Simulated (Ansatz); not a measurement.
Zincblende SiC, relaxed with r2SCAN, was run in Ansatz under altered settings. All numbers are computed, without spin polarisation but where a row says otherwise.

```
CELL_PARAMETERS angstrom
0.00000 2.17805 2.17805
2.17805 0.00000 2.17805
2.17805 2.17805 0.00000
ATOMIC_POSITIONS crystal
Si 0.00000 0.00000 0.00000
C 0.25000 0.25000 0.25000
```

The base run's other keys:
```yaml
kpoints:
  mp_grid: { grid: [4, 4, 4] }
hamiltonian:
  xc: hse06
scf:
  occupations: { method: fixed }
  n_extra_bands: 4
```

It takes 9 iterations with 411 plane waves at 420 eV and 8 k points, and leaves a mean stress of -0.72 GPa. The gap over this mesh is 2.226 eV. It ran on 4 threads of Arm Neoverse N1, on a shared host.

Outcomes, with energy and stress as changes against the base:

| setting | outcome | ΔF (meV/atom) | Δ mean stress (GPa) | gap on the mesh (eV) | iterations | wall time |
| --- | --- | --- | --- | --- | --- | --- |
| PBE hybrid, exx coeff 0.15, omega 0.5 1/Å | converged | – | +2.6 | 1.555 | 9 | 2.6 s |
| scf.exx.ecutfock_ratio: 1 | converged | +0.7 | 0.0 | 2.226 | 9 | 2.3 s |
| PBE hybrid, exx coeff 0.5, omega 0.1 1/Å | converged | – | -4.8 | 3.871 | 11 | 2.9 s |
| scf.occupations: methfessel_paxton 0.001 | converged | 0.0 | 0.0 | 2.226 | 9 | 2.6 s |

A dash marks a value that wasn't obtained or can't be compared. Stress is positive in compression. The base took 2.5 s.

- PBE hybrid, exx coeff 0.15, omega 0.5 1/Å. That is 15 % exact exchange, screened with ω = 0.5 1/Å, against HSE06's 25 % screened at 0.208 1/Å. The mean stress moves by +2.6 GPa and the gap on the mesh by -0.672 eV (to 1.555). Totals of different functionals aren't comparable.
- PBE hybrid, exx coeff 0.5, omega 0.1 1/Å. That is 50 % exact exchange, screened with ω = 0.1 1/Å, against HSE06's 25 % screened at 0.208 1/Å. The mean stress moves by -4.8 GPa and the gap on the mesh by +1.645 eV (to 3.871). Totals of different functionals aren't comparable. The program warns that on this mesh the truncation of the exchange isn't bounded, so part of the change can be an error of the mesh.

Within 1 meV an atom, 0.1 GPa and 0.005 eV of the base stay: scf.exx.ecutfock_ratio: 1; scf.occupations: methfessel_paxton 0.001.

The program warns that its thresholds are loose for a hybrid's stress.

The meshes of the hybrids are coarse, so their gaps aren't converged to the digits shown.
